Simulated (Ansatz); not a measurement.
## EuBi (zincblende structure)

Computed with Ansatz (plane waves, PAW, 420 eV cutoff): PBE, scalar-relativistic, collinear spin, Γ-centred 8×8×8 mesh, 0.05 eV Gaussian smearing; PAW files: Ansatz's generated set soft_2.

```
Eu Bi
1.0
     0.00000    3.71093    3.71093
     3.71093    0.00000    3.71093
     3.71093    3.71093    0.00000
Eu Bi
1 1
Direct
  0.00000 0.00000 0.00000
  0.25000 0.25000 0.25000
```

This is a trial structure: such lanthanide and actinide compounds mostly take the rock-salt structure.

Magnetic state: ferromagnetic, site spin moments Eu 6.61; Bi -0.35 μB.

The run above is the reference. The same cell was run again with other input settings; several of them aren't fit for production, so the rows show the settings' effect and aren't properties of the material.

| keys changed | outcome | ΔE (meV/atom) | P (GPa) | gap on the mesh (eV) | cell moment (μB) | largest force component (eV/Å) | SCF iterations | rough core-seconds | new warnings |
| --- | --- | --- | --- | --- | --- | --- | --- | --- | --- |
| none (reference) | converged | 0.0 | 0.0 | metal | 6.00 | 0.000 | – | – | – |
| hamiltonian.hubbard: {"sites": [{"species": "Eu", "l": "f", "u_eff": 1.0}], "double_counting": "fll"} | converged | – | 0.3 | metal | 6.00 | 0.000 | 76 | 120 | filled band counts differ across k points; stability check not made |
| scf.occupations.method: "gaussian" → "methfessel_paxton"; scf.occupations.width: 0.05 → 0.2 | converged | -2.1 | 0.0 | metal | 5.95 | 0.000 | 20 | 23 | given moment on shells; stability check not made |
| basis.xc_grid: 2 | converged | 0.0 | 0.0 | metal | 6.00 | 0.000 | 15 | 22 | given moment on shells |
| scf.mixing.preconditioner: "none" | converged | 0.0 | 0.0 | metal | 6.00 | 0.000 | 13 | 18 | given moment on shells |

ΔE is the energy with the smearing extrapolated to zero. It is left out where the change alters the Hamiltonian or the spin treatment. The varied runs start from atomic densities (corrected by the program's trained start where that serves), with the default search for lower states unless a row changes it, while the reference went on from a saved state, so a magnet may end in another state whatever the setting.

(1) What happens with these changes: scf.occupations.width: 0.05 → 0.001; kpoints.mp_grid.grid: [8, 8, 8] → [10, 10, 10]?

(2) What happens with these changes: basis.ecutwfc: 420 → "250 eV"; accuracy: "medium"?

Answers:

(1) outcome converged, ΔE (meV/atom) -0.2, P (GPa) 0.0, gap on the mesh (eV) metal, cell moment (μB) 6.00, largest force component (eV/Å) 0.000, SCF iterations 13, rough core-seconds 30, new warnings given moment on shells.

(2) outcome converged, ΔE (meV/atom) 1246.3, P (GPa) 0.3, gap on the mesh (eV) metal, cell moment (μB) 6.00, largest force component (eV/Å) 0.000, SCF iterations 14, rough core-seconds 9, new warnings cutoff below recommended; given moment on shells.

2 further runs (cut off, refused for memory, with changed atoms or starts, or in doubt) are left out.

Of the reference: Without a U the 4f levels of Eu lie too near the Fermi level, so their share of the states there, and what hangs on it, is overstated. Scalar-relativistic only: spin–orbit splittings of the heavy atoms' levels are missing. Site moments are of spin, integrated over atomic spheres. For an f⁶ shell, the formal count of Eu here, Hund's rules give L = S = 3 and J = 0, a non-magnetic ion. Spin-polarised DFT, with or without U, favours a large spin moment instead, a known failure, so moments and magnetic energies here aren't predictions.
